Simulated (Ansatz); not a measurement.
C:
```cif
data_C8
_chemical_formula_sum 'C8'
_space_group_name_H-M_alt 'I41/amd :1'
_space_group_IT_number 141
_space_group_name_Hall 'I 4bw 2bw -1bw'
_cell_length_a 2.52413
_cell_length_b 2.52413
_cell_length_c 8.62607
_cell_angle_alpha 90.000
_cell_angle_beta 90.000
_cell_angle_gamma 90.000
loop_
_atom_site_label
_atom_site_type_symbol
_atom_site_symmetry_multiplicity
_atom_site_Wyckoff_symbol
_atom_site_fract_x
_atom_site_fract_y
_atom_site_fract_z
_atom_site_occupancy
C1 C 8 e 0.00000 0.00000 0.41394 1
```
(The calculation used a cell of 4 atoms; values per cell refer to that cell.)

Relaxed with PBEsol.

Task: Which orbitals make up the states near the Fermi level in the program Ansatz at the PBEsol level (PAW)?

Result: Within 0.5 eV of the Fermi level: C 2p 97 %. Projections are on Löwdin-orthogonalised atomic valence shells; empty p or d shells of many metals are not among them.

Task: Tabulate the density of states.

Result: States/eV per cell of 4 atoms, in 0.25 eV bins, energy from the Fermi level.

| E (eV) | total | C 2p | C 2s |
|---|---|---|---|
| -7.85 | 0.94 | 0.85 | 0.08 |
| -7.60 | 0.86 | 0.78 | 0.08 |
| -7.35 | 0.99 | 0.90 | 0.09 |
| -7.10 | 1.41 | 1.28 | 0.12 |
| -6.85 | 1.68 | 1.53 | 0.14 |
| -6.60 | 1.57 | 1.46 | 0.11 |
| -6.35 | 1.62 | 1.52 | 0.09 |
| -6.10 | 1.65 | 1.57 | 0.07 |
| -5.85 | 1.41 | 1.35 | 0.05 |
| -5.60 | 1.61 | 1.54 | 0.07 |
| -5.35 | 1.13 | 1.08 | 0.05 |
| -5.10 | 0.97 | 0.92 | 0.05 |
| -4.85 | 0.96 | 0.92 | 0.04 |
| -4.60 | 1.09 | 1.05 | 0.04 |
| -4.35 | 0.93 | 0.90 | 0.04 |
| -4.10 | 0.82 | 0.78 | 0.03 |
| -3.85 | 0.71 | 0.68 | 0.03 |
| -3.60 | 0.73 | 0.71 | 0.02 |
| -3.35 | 0.78 | 0.75 | 0.02 |
| -3.10 | 0.78 | 0.76 | 0.02 |
| -2.85 | 0.71 | 0.68 | 0.02 |
| -2.60 | 0.63 | 0.61 | 0.02 |
| -2.35 | 0.67 | 0.64 | 0.02 |
| -2.10 | 0.70 | 0.67 | 0.02 |
| -1.85 | 0.76 | 0.74 | 0.02 |
| -1.60 | 0.74 | 0.72 | 0.01 |
| -1.35 | 0.73 | 0.71 | 0.01 |
| -1.10 | 0.72 | 0.70 | 0.01 |
| -0.85 | 0.70 | 0.68 | 0.01 |
| -0.60 | 0.62 | 0.60 | 0.01 |
| -0.35 | 0.58 | 0.57 | 0.01 |
| -0.10 | 0.56 | 0.54 | 0.01 |
| 0.15 | 0.54 | 0.53 | 0.01 |
| 0.40 | 0.53 | 0.51 | 0.01 |
| 0.65 | 0.53 | 0.51 | 0.01 |
| 0.90 | 0.52 | 0.50 | 0.01 |
| 1.15 | 0.53 | 0.50 | 0.01 |
| 1.40 | 0.54 | 0.51 | 0.02 |
| 1.65 | 0.56 | 0.52 | 0.02 |
| 1.90 | 0.59 | 0.55 | 0.02 |
| 2.15 | 0.65 | 0.60 | 0.04 |
| 2.40 | 0.81 | 0.70 | 0.07 |
| 2.65 | 0.83 | 0.72 | 0.07 |
| 2.90 | 0.87 | 0.77 | 0.06 |
| 3.15 | 0.86 | 0.77 | 0.05 |
| 3.40 | 0.71 | 0.64 | 0.04 |
| 3.65 | 0.63 | 0.57 | 0.04 |
| 3.90 | 0.58 | 0.53 | 0.03 |
| 4.15 | 0.54 | 0.49 | 0.03 |
| 4.40 | 0.51 | 0.47 | 0.02 |
| 4.65 | 0.49 | 0.44 | 0.02 |

Space group I4_1/amd. The start of the workflow was typed in or built on a structure type; the Crystallography Open Database files this formula in space group No. 141, but the cells were not matched. It is not the phase usual at ambient conditions (space group No. 194, 227). The PBEsol relaxation kept the symmetry of its start; of distortions, only those at the zone centre were tested.

Potentials: the later of the program's two PAW sets.
